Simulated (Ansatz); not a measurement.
## NaLiSi₂H₄O₇ — electric field gradients

The cell is a computed structure from the Materials Project (it need not be an observed phase), atoms as given.

Space group C2/c (No. 15); a = 14.5648, b = 8.4190, c = 5.1256 Å, β = 96.68°.

```csv
site,Wyckoff,site symmetry,x,y,z
Na,4e,2,0.5000,0.6461,0.7500
Li,4e,2,0.5000,0.0098,0.7500
Si,8f,1,0.6867,0.0972,0.5536
H9,8f,1,0.8482,0.8995,0.5249
H13,8f,1,0.4168,0.3047,0.7299
O17,8f,1,0.5772,0.1292,0.5116
O21,8f,1,0.7207,0.0454,0.8624
O25,4c,-1,0.2500,0.7500,0.5000
O27,8f,1,0.4134,0.3912,0.5991
```

One atom of each set is listed; the run and its k-mesh use a cell of 30 atoms with edges of 8.41, 8.41, 5.13 Å.

All values are calculated (Ansatz; DFT, PBE, plane waves and PAW, scalar-relativistic, 420 eV cutoff, Γ-centred 3×3×4 k-points, Fermi–Dirac smearing 0.02 eV), not measured.

Conventions: |V_zz| ≥ |V_yy| ≥ |V_xx|, η = (V_xx − V_yy)/V_zz, C_Q = eQV_zz/h.

²³Na: I = 3/2, Q = 104.0 mb; Li-6: I = 1, Q = -0.8080 mb; ²H: I = 1, Q = 2.858 mb; O-17: I = 5/2, Q = -25.58 mb. Q values from Pyykkö, Mol. Phys. 116, 1328 (2018).

```tsv
site	atoms	first shell	V_xx, V_yy, V_zz (10²¹ V/m²)	η	C_Q (MHz)
Na	2	6 O at 2.33–2.56 Å	-0.003, -1.14, 1.14	0.99	2.88
Li	2	4 O at 2.02 Å; also 2 O at 3.21 Å	0.019, 0.029, -0.048	0.20	0.001
Si	4	4 O at 1.61–1.66 Å	1.36, 1.79, -3.15	0.14	–
H9	4	1 O at 0.98 Å; also 1 O at 2.00 Å	-1.60, -1.99, 3.58	0.11	0.248
H13	4	1 O at 0.99 Å; also 1 O at 1.98 Å	-1.47, -1.93, 3.40	0.13	0.235
O17	4	1 Si at 1.61 Å, 2 Li at 2.02 Å; also 1 H at 1.98 Å, 1 Na at 2.51 Å	-1.48, -2.96, 4.43	0.33	-2.74
O21	4	2 Si at 1.66 Å, angle 132°; also 1 H at 2.00 Å, 1 Li at 3.21 Å	-1.84, -6.36, 8.21	0.55	-5.08
O25	2	2 Si at 1.62 Å, angle 180°	-4.81, -5.42, 10.22	0.06	-6.32
O27	4	2 H at 0.98–0.99 Å, angle 107°; also 2 Na at 2.33–2.56 Å	1.06, 13.01, -14.07	0.85	8.70
```

At H9 and H13 V_zz points along its bond to O (within 1°) in each case. At O17 V_zz points along its shortest bond, to Si (within 4°). At O21 V_zz runs parallel to the line that joins its two neighbours (within 3°).

Si has no stable isotope with a ground-state quadrupole moment in the table, so no C_Q is given.

The largest force is 0.3 eV/Å, so the atoms aren't at the calculated equilibrium and relaxing them would move these values. The lattice is static: at room temperature water may turn and average the couplings of its hydrogen. Where η is near 1 the sign of V_zz means little.
